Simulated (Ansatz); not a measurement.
MgS:
```
MgS
1.0
    3.98462     0.00000     0.00000
   -1.99231     3.45078     0.00000
    0.00000     0.00000     6.36024
Mg S
2 2
Direct
  0.66667   0.33333   0.49660
  0.33333   0.66667   0.99660
  0.33333   0.66667   0.37839
  0.66667   0.33333   0.87839
```

x, y and z are the axes in which the lattice vectors are written.

**Question.** Give the proper piezoelectric stress tensor with relaxed ions from DFT-LDA in the program Ansatz with PAW potentials.

**Answer.** In C/m², rows x, y, z, Voigt columns; mesh uncertainty up to 0.00.
```
 0.00   0.00   0.00   0.00  -0.21   0.00
 0.00   0.00   0.00  -0.21   0.00   0.00
-0.29  -0.29   0.70   0.00   0.00   0.00
```

The elastic tensor of the same run (GPa):

```
89.0  53.3  46.7   0.0   0.0   0.0
53.3  89.0  46.7   0.0   0.0   0.0
46.7  46.7  82.2   0.0   0.0   0.0
 0.0   0.0   0.0  18.0   0.0   0.0
 0.0   0.0   0.0   0.0  18.0   0.0
 0.0   0.0   0.0   0.0   0.0  17.9
```

**Question.** Convert to strain constants d = e·S.

**Answer.** In pC/N:
```
  0.0    0.0    0.0    0.0  -11.4    0.0
  0.0    0.0    0.0  -11.4    0.0    0.0
 -7.7   -7.7   17.2    0.0    0.0    0.0
```

Space group P6_3mc (wurtzite). The first step of the workflow began from a Materials Project structure, measured or hypothetical; the Crystallography Open Database copy checked does not list it. COD files the formula under space group No. 225, so this cell is another polymorph or a model. Whether it is the stable phase at ambient conditions was not checked. Symmetry was held in the LDA relaxation; phonons on a q-mesh show no instability.

Potentials: the later of the program's two PAW sets.
